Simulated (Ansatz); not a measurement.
## Calculated ⁸⁷Sr NMR of the central transition for Sr3AlN3

Cell: a computed structure from the Materials Project (it need not be an observed phase), atoms as given.

Space group P6_3/m (No. 176); a = 7.6614, c = 5.3959 Å, γ = 120.00°.

| site | Wyckoff | site symmetry | x | y | z |
| --- | --- | --- | --- | --- | --- |
| Sr | 6h | m.. | 0.9278 | 0.6406 | 0.2500 |
| Al | 2c | -6.. | 0.6667 | 0.3333 | 0.7500 |
| N | 6h | m.. | 0.8939 | 0.5895 | 0.7500 |

One atom of each set is listed.

The numbers come from a DFT calculation in Ansatz (r2SCAN, plane waves and PAW, scalar-relativistic, 500 eV cutoff, Γ-centred 4×4×5 k-points, Fermi–Dirac smearing 0.02 eV).

⁸⁷Sr has I = 9/2 and Q = 305.0 mb (Pyykkö 2018); at 11.7 T its Larmor frequency is ν₀ = 21.7 MHz. Only the quadrupole interaction is simulated: positions count from each site's isotropic chemical shift, and shift anisotropy, dipolar and J coupling are left out.

**Question.** Simulate the second-order pattern (static powder, Gaussian broadening 100 kHz) of site Sr (5 N at 2.55–2.83 Å).

**Answer.** The calculation gives C_Q = 85.0 MHz and η = 0.03, so ν_Q = 3.54 MHz and the centre of gravity lies at -21386 ppm (-463 kHz).

(offset (kHz), height): (-1731.4, 0), (-1611.5, 35), (-1491.7, 100), (-1371.8, 67), (-1252.0, 50), (-1132.1, 42), (-1012.3, 38), (-892.4, 35), (-772.6, 33), (-652.7, 32), (-532.9, 31), (-413.0, 30), (-293.1, 30), (-173.3, 30), (-53.4, 29), (66.4, 24), (186.3, 24), (306.1, 26), (426.0, 29), (545.8, 33), (665.7, 42), (785.5, 70), (905.4, 40), (1025.2, 0)

With ν_Q/ν₀ up to 0.16, terms beyond second order are no longer negligible.

Without spin–orbit coupling (the program notes it for Sr) the gradients can shift somewhat, as the gap is small.
